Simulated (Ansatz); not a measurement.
CsI (CsCl type)

```
CsI
1.0
    4.50797     0.00000     0.00000
    0.00000     4.50797     0.00000
    0.00000     0.00000     4.50797
Cs I
1 1
Cartesian
  0.00000   0.00000   0.00000
  2.25398   2.25398   2.25398
```

The slice is a {110} plane (indices of the conventional cell) through the point (0.500, 0.500, 0.500) (fractional), spanned by u = [100] and v = [011] in vectors of this cell: u (4.51 Å) and v (6.38 Å, at 90° to u). It covers one period; positions are fractions (u, v).

Level of theory: PBEsol (plane waves to 420 eV, PAW, scalar-relativistic; Ansatz, a first-principles code). k mesh 7×7×7. Near the nuclei the fields are pseudised (PAW); where an atom keeps semicore shells as valence, they peak there. CsI was relaxed with its symmetry unable to fall. Spin-orbit coupling is left out, though I is heavy.

Sketch the electron localisation function (ELF) on this plane as a map.


```tsv
v \ u	0.00	0.14	0.29	0.43	0.57	0.71	0.86
0.90	0.49	0.64	0.76	0.12	0.12	0.76	0.64
0.75	0.70	0.44	0.06	0.18	0.18	0.06	0.44
0.60	0.01	0.11	0.85	0.83	0.83	0.85	0.11
0.45	0.01	0.29	0.89	x	x	0.89	0.29
0.30	0.33	0.08	0.15	0.72	0.72	0.15	0.08
0.15	0.66	0.73	0.64	0.05	0.05	0.64	0.73
0.00	x	0.49	0.77	0.18	0.18	0.77	0.49
```

Values: electron localisation function (ELF). Points within 0.5 Å of a nucleus are blanked (x), as the pseudised field means little there.
